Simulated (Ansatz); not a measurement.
## What DFT gives for Na

```
Na
1.0
     8.17370   -0.03850    0.81734
    -1.17980    6.06484   -0.59117
     0.37548    0.98585    6.19822
Na
8
Direct
  0.78758 0.91143 0.67297
  0.63124 0.37537 0.58603
  0.77945 0.26340 0.07395
  0.97305 0.83088 0.16351
  0.42690 0.77576 0.45442
  0.39516 0.96878 0.95351
  0.05523 0.40182 0.47348
  0.22122 0.42235 0.93858
```

Method: PBE, no spin polarisation; PAW, plane waves to 420 eV, 3×3×3 (shifted by 0, 0.5, 0.5 steps) mesh, fermi-dirac occupations (width 0.1 eV) (Ansatz 0.2.0), atoms fixed.

(1) What does the stress say?

(2) Where is the largest force?

(3) What happens at the Fermi level?

(4) Describe some of the short contacts.

Origin: a disordered cell, so it need not be a known compound. Caveats: the k mesh is coarse if the cell is a metal.

Answers

(1) The pressure is 0.6 GPa (compression positive), so with the atoms held at these fractions the cell would first expand.

(2) The largest is on Na1: 0.27 eV/Å, components (0.19, -0.14, 0.12). It makes 99° with the line to a nearest neighbour, Na3 at 3.42 Å.

(3) It is a metal, with about 3.7 states/eV a cell as the mean within 0.25 eV of the Fermi level, mostly Na s (87 %).

(4) Na–Na at 3.38 Å: least valence density 0.03 e/Å³ and ELF 0.30 there, so no covalent bond. These are pseudo-fields; inside the PAW spheres they differ from the all-electron ones.
